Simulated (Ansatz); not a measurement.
A geometry of Ir away from equilibrium: step 4 of the relaxation of a randomly generated symmetric cell of Ir (space group No. 191). Computed with PBE (plane waves to 420 eV, PAW, scalar-relativistic; Ansatz, a program for electronic structure). Γ-centred k-mesh 14×14×6 on the run's cell (coarser than for final values), Fermi–Dirac smearing 0.05 eV. The plane waves were selected for a different cell earlier on the path.

```xyz
2
Lattice="2.6522 0.0000 0.0000 -1.3261 2.2969 0.0000 0.0000 0.0000 5.1209" Properties=species:S:1:pos:R:3 pbc="T T T"
Ir     0.0000     0.0000     3.7945
Ir     0.0000     0.0000     1.3265
```

Q: Give the Cartesian forces on all atoms (eV/Å).

A: 
```json
[
 {"atom": "Ir1", "Fx": "0.00", "Fy": "0.00", "Fz": "0.56"},
 {"atom": "Ir2", "Fx": "0.00", "Fy": "0.00", "Fz": "-0.56"}
]
```

The path ends in P6/mmm (No. 191) (AFLOW prototype A_hP1_191_a (A_f, as in Sn)). No spin polarisation in the result.

The run could not lower the symmetry of its start; a shaken copy of this end point relaxes with PBE to R-3m (No. 166), 0.40 eV/atom lower.

The end of the path is a generated cell of Ir: the first start was made by a random draw of sites in a space group, and the end was not matched to a known phase here, so it may be hypothetical. Known forms of Ir include space group No. 225.
